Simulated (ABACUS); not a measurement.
Consider a self-consistent single point of ZnS (P6_3mc, 8 atoms in the cell; from Materials Project mp-560588, changed as shown).

```
ZnS
1.0
    3.72968     0.00000     0.00000
    0.00000     6.46000     0.00000
    0.00000     0.00000     6.11322
Zn S
4 4
Direct
  0.00000   0.33333   0.00014
  0.50000   0.16667   0.50014
  0.50000   0.83333   0.00014
  0.00000   0.66667   0.50014
  0.00000   0.33333   0.37486
  0.50000   0.16667   0.87486
  0.50000   0.83333   0.37486
  0.00000   0.66667   0.87486
```

Method: PBE, PseudoDojo 0.5 standard norm-conserving PBE (tails mended) pseudopotentials (plane waves; ABACUS).

ABACUS settings:

| setting | value |
|---|---|
| KPT | Gamma 6 4 4 0 0 0 |
| basis_type | pw |
| ecutwfc | 84 Ry |
| smearing_method | fixed |
| potentials | PseudoDojo 0.5 standard norm-conserving PBE (tails mended) |
| symmetry | 1 |
| symmetry_prec | 1e-05 |
| ks_solver | dav_subspace |
| scf_nmax | 100 |
| scf_thr | 1.0e-09 Ry |
| mixing_type | broyden |

Results:

* **Number of valence electrons**: 104
* **Number of bands**: 63
* **Number of k-points after the program's reduction**: 36
* **Number of plane waves (most at a k-point)**: 12956
* **Number of SCF iterations**: 8
* **FFT grid**: 45 × 72 × 72
* **Free energy E − TS**: -23957.2347 eV
* **Top of the valence band (on the code's own zero)**: 8.36 eV
* **Gap on the k-point mesh**: 2.50 eV
* **Pressure**: 7.78 GPa
* **Largest force (vector length)**: 0.027 eV/Å

Forces (eV/Å):
```csv
atom,Fx,Fy,Fz
Zn1,0.000,0.001,0.027
Zn2,0.000,-0.001,0.027
Zn3,0.000,0.001,0.027
Zn4,0.000,-0.001,0.027
S5,0.000,0.000,-0.027
S6,0.000,-0.001,-0.027
S7,0.000,0.001,-0.027
S8,0.000,0.000,-0.027
```

Stress (GPa, positive for compression):
```
7.75  0.00  0.00
0.00  7.72  0.00
0.00  0.00  7.87
```

Gaps are taken between levels on the mesh.

For comparison: a first run was changed to give this one (lattice scaled by 0.98), and from it to this one the free energy rises by 35.2 meV/atom, the pressure goes from 2.31 to 7.78 GPa, the largest force goes from 0.011 to 0.027 eV/Å and the gap on the mesh goes from 2.224 to 2.502 eV.

The structure comes from a collection of computed structures, made at another level of theory; the collection holds predicted forms beside known ones.

Cost on one core: roughly 4 core-minutes.

“Tails mended”: in these copies of the files the far tail of each local potential was reset to the Coulomb form.
